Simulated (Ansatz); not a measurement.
Input:

GaS:
```xyz
8
Lattice="3.5905 0.0000 0.0000 -1.7953 3.1095 0.0000 0.0000 0.0000 15.4470" Properties=species:S:1:pos:R:3 pbc="T T T"
Ga     0.0000     2.0730     2.6379
Ga     1.7953     1.0365    10.3614
Ga     0.0000     2.0730     5.0856
Ga     1.7953     1.0365    12.8091
S      0.0000     2.0730     9.2734
S      1.7953     1.0365     1.5499
S      0.0000     2.0730    13.8971
S      1.7953     1.0365     6.1736
```

This is the PBE+D3(BJ)-relaxed structure.

Question: All from PBE+D3(BJ) in the plane-wave PAW code Ansatz, unless another level is named. Estimate the hole effective mass with spin–orbit coupling.

Answer: 0.15, 2.5, 2.5 mₑ (principal values).

Question: And the HSE06 gap on the PBE+D3(BJ) cell?

Answer: 2.25 eV.

Question: What about the smallest direct gap on the standard path?

Answer: 1.65 eV.

Question: What about the valence-band maximum?

Answer: at Γ.

Question: What about the conduction-band minimum?

Answer: at M (3 equivalent valleys).

Space group P6_3/mmc. The cell was relaxed with PBE+D3(BJ) under the symmetry of its start. Spin–orbit coupling is left out wherever it is not named.

Potentials: the later of the program's two PAW sets.
